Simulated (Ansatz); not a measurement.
I:
```xyz
1
Lattice="0.0000 2.5841 2.5841 2.5841 0.0000 2.5841 2.5841 2.5841 0.0000" Properties=species:S:1:pos:R:3 pbc="T T T"
I      0.0000     0.0000     0.0000
```

Relaxed with r²SCAN+D4. Special points in fractions of this cell's reciprocal vectors: Γ (0.000, 0.000, 0.000); X (0.500, 0.000, 0.500); U (0.625, 0.250, 0.625); K (0.375, 0.375, 0.750); L (0.500, 0.500, 0.500); W (0.500, 0.250, 0.750).

Task: List the band energies nearest the Fermi level at these points for plane-wave PAW r²SCAN+D4 (Ansatz code).

Result: In eV from the Fermi level; about four levels below and three above (degenerate sets whole), none deeper than 8.9 eV; … stands for higher levels left out; points with the same levels are listed once.

```csv
k,below,above
Γ,–,1.06 1.06 1.06
X,-4.29 -1.22 -1.22,…
U,-3.67 -2.87 -0.78,…
L,-4.77,0.28 0.28 …
W,-3.10 -3.10 -1.78,…
```

Space group Fm-3m (fcc (Cu type)). A made-up cell: these elements were put on the sites of a structure type; neither database checked (COD, Materials Project) lists it. It is not the phase usual at ambient conditions (space group No. 64). The r²SCAN+D4 relaxation kept the symmetry of its start. At this level the phase is mechanically unstable. With an odd number of electrons in the cell and no spin polarisation, the count alone makes it a metal. Scalar-relativistic: spin–orbit coupling is off unless named, which matters more the heavier the elements.

Potentials: the later of the program's two PAW sets.
